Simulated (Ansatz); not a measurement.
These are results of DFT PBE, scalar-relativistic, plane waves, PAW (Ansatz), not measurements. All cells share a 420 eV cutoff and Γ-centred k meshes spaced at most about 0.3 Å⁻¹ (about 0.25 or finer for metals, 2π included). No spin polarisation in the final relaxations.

All energies are static (0 K, no zero-point motion).

Compare these two cells of Sn2SeS3, each relaxed at this level.

A.

```xyz
6
Lattice="4.1349 0.0000 0.0000 -2.0674 3.5809 0.0000 0.0000 0.0000 9.0943" Properties=species:S:1:pos:R:3 pbc="T T T"
Sn    2.0674    1.1936    7.2747
Sn    0.0000    2.3873    1.8196
Se    0.0000    0.0000    0.0000
S     2.0674    1.1936    3.1321
S     0.0000    2.3873    5.9621
S     0.0000    0.0000    4.5471
```

B.

```xyz
6
Lattice="3.5948 2.0755 3.4263 -3.5948 2.0755 3.4263 0.0000 -4.1509 3.4263" Properties=species:S:1:pos:R:3 pbc="T T T"
Sn    0.0000    0.0000    6.9138
Sn    0.0000    0.0000    3.3650
Se    0.0000    0.0000    0.0000
S    -1.7974    1.0377    1.7131
S     1.7974    1.0377    1.7131
S     0.0000   -2.0755    1.7131
```

Question: Which is lower in energy, and by how much?

Answer: A is lower, by 30 meV/atom. A has space group P-3m1 (No. 164), 22.4 Å³/atom and no gap on its mesh; B has space group R-3m (No. 166), 25.6 Å³/atom and no gap. Counting S or Se atoms around Sn (for each partner element, those within 1.25 times its shortest distance or 1.15 times the sum of covalent radii, where it is the nearest in units of that sum or under 1.3; a plus sign parts groups by distance over the sum of covalent radii), A has Sn 6 and B has Sn 3+1+3. The denser one is the lower, and pressure would at first widen the difference. In A, around Sn lie 3 S at 2.72 Å and 3 Se at 3.00 Å; around Se lie 6 Sn at 3.00 Å; S on a site of symmetry 3m is surrounded by 3 Sn at 2.72 Å and 3 S at 2.78 Å; 1 more site not described. In B, Sn has 3 S at 2.65 Å, 1 Se at 3.36 Å, 1 Sn at 3.55 Å, 6 S at 4.01 Å, 3 Se at 4.15 Å and 3 Sn at 4.15 Å; Se is surrounded by 6 S at 2.69 Å; around S lie 2 Sn at 2.65 Å and 2 Se at 2.69 Å. Both come from invented guesses. A third cell relaxed alike, in P-4m2, lies 142 meV/atom below the lower of the two.

Cells relaxed within their symmetry can be saddle points.
